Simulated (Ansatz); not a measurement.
Relaxed-ion elastic tensor of BeS (CsCl type, Pm-3m) in GPa (Voigt order), the program Ansatz at the PBEsol level (PAW); density 2.81 g/cm³, 12.13 Å³ per atom.

```csv
,1,2,3,4,5,6
1,117,75.2,75.2,0.0,0.0,0.0
2,75.2,117,75.2,0.0,0.0,0.0
3,75.2,75.2,117,0.0,0.0,0.0
4,0.0,0.0,0.0,-31.0,0.0,0.0
5,0.0,0.0,0.0,0.0,-31.0,0.0
6,0.0,0.0,0.0,0.0,0.0,-31.0
```

Is the crystal mechanically stable?

No: the smallest eigenvalue of C is -31.0 GPa.

The cell is a constructed one: a structure type filled with these elements; neither database checked (COD, Materials Project) lists it. COD files the formula under space group No. 216. Whether it is the stable phase at ambient conditions was not checked. The cell was relaxed with PBEsol under the symmetry of its start. At this level the phase is dynamically unstable (imaginary phonons). As this level gives no gap, shear constants depend on the k-mesh and smearing (Fermi–Dirac, 0.1 eV here).

Potentials: the earlier of the program's two PAW sets. The files were generated under PBE; for other functionals the program regenerates the frozen cores, and for LDA and PBEsol the local potential too.
